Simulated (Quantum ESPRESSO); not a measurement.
# Moving one atom in Al2ZnGeN4

Calculated results; nothing here was measured. They come from pw.x of Quantum ESPRESSO 7.5, a plane-wave density functional program, with PseudoDojo standard norm-conserving files (v0.5 for PBE, v0.4.1 for LDA and PBEsol). The cells are made up: elements, strain and atom displacements were drawn at random, and nothing was relaxed. There is no spin polarisation, spin-orbit coupling or dispersion term.

The cell has 8 sites of a wurtzite lattice (rectangular cell). Sites 1 to 4 hold Al Zn Al Ge; sites 5 to 8 hold N N N N. Cell vectors in Å: (3.150, -0.033, -0.028); (-0.057, 5.373, 0.007); (-0.046, 0.006, 5.119). Settings: PBE, cutoff 1143 eV, 6 x 4 x 4 k mesh shifted by half a step, Fermi-Dirac smearing of 0.025 eV.

Each run shifts the N atom on site 8 along y and leaves all else fixed. Site 1 is one of its nearest neighbours. E is the free energy of the cell above the lowest run shown.

```
run  shift (Å)  Fy on site 8 (eV/Å)  Fy on site 1 (eV/Å)  P (GPa)  E (meV)
  1    -0.1192                0.308                1.770    12.62      0.0
  2    -0.0792               -0.827                2.498    12.92      9.8
  3    -0.0413               -2.067                3.342    13.36     64.1
  5     0.0082               -3.964                4.711    14.20    212.0
  6     0.0575               -6.221                6.435    15.36    461.4
  7     0.1154               -9.432                9.018    17.21    911.4
  4    -0.0072                    ?                    ?        ?        ?
```

A rerun of one of these cells at 1437 eV and k mesh 8 x 6 x 6 moved values by no more than 0.002 eV in the cell's energy, 0.03 GPa in stress and 0.003 eV/Å in force.

## Worked fit

A parabola through the six runs shown gives Fy on site 8 = -3.629 - 41.58 u - 73.7 u² eV/Å, with u in Å and a scatter of 0.041 eV/Å. Minus the slope, 41.58 ± 0.94 eV/Å², is this atom's force constant along y at u = 0, with its periodic images moving too. The fitted force vanishes at u = -0.108 Å, where the energy should be lowest along this line. The error is the larger of the fit's own and the change that a cubic makes, rounded up.

## Withheld run

Question: what Fy on site 8 should run 4 give?

The fit gives -3.333 eV/Å. The calculation gave -3.337 eV/Å.

```
run  shift (Å)  Fy on site 8 (eV/Å)  Fy on site 1 (eV/Å)  P (GPa)  E (meV)
  4    -0.0072               -3.337                4.249    13.90    155.8
```